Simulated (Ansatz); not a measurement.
# HfO$_{2}$: from a starting cell to a relaxed one

The start is a relaxed HfO2 cell, doubled along one cell vector, shaken by Gaussian noise of σ = 0.08 Å a coordinate. Cell shape, volume and atoms are optimised at zero target pressure with PBE (plane waves to 420 eV, PAW, scalar-relativistic; Ansatz, an electronic-structure program). The first steps use a coarse 5×5×2 k-mesh.

The start:
```
CELL_PARAMETERS angstrom
      4.51712     0.00000     0.00000
      0.00000     4.51712     0.00000
      0.00000     0.00000    11.84937
ATOMIC_POSITIONS crystal
  Hf 0.00686 0.95091 0.37533
  Hf 0.96747 0.03655 0.87532
  Hf 0.01962 0.96956 0.13049
  Hf 0.98794 0.00887 0.62619
  O  0.77604 0.78511 0.00274
  O  0.78451 0.77881 0.50214
  O  0.22094 0.17710 0.99766
  O  0.19339 0.23856 0.49403
  O  0.77624 0.19793 0.25677
  O  0.79491 0.21769 0.74322
  O  0.19429 0.80863 0.25948
  O  0.21105 0.77414 0.74509
```

* **Energy released**: 0.91 eV/atom
* **Volume change**: -40.9 %, from 20.15 to 11.91 Å³/atom
* **Relative to the parent**: It does not go back: it reaches P2₁/m (No. 11), 0.701 eV/atom below the parent
* **Shortest distances (start → end)**: The closest pairs of elements (up to four, under 3.6 Å), start → end: Hf–O 1.74 → 2.07 Å; O–O 2.58 → 2.50 Å; Hf–Hf 2.90 → 3.39 Å
* **Optimiser moves**: 27

Relaxed structure:

Space group P2₁/m (No. 11); a = 3.8633 Å, b = 3.4907 Å, c = 5.4692 Å, α = 90.00°, β = 104.39°, γ = 90.00°

| atom | site | symmetry | x | y | z |
|---|---|---|---|---|---|
| Hf | 2e | m | 0.3338 | 0.7500 | 0.2306 |
| O | 2e | m | 0.2696 | 0.2500 | 0.4169 |
| O | 2e | m | 0.2335 | 0.2500 | 0.9328 |

Final values are on a 9×9×6 k-mesh of the relaxed cell. The start holds a very short contact (O–Hf 1.74 Å). No spin polarisation in the result.

The relaxed structure here is a generated cell of HfO2: the first start was made by a random draw of sites in a space group, and the end was not matched to a known phase here, so it may be hypothetical. Known forms of HfO2 include space group No. 14, 29, 137, 225.
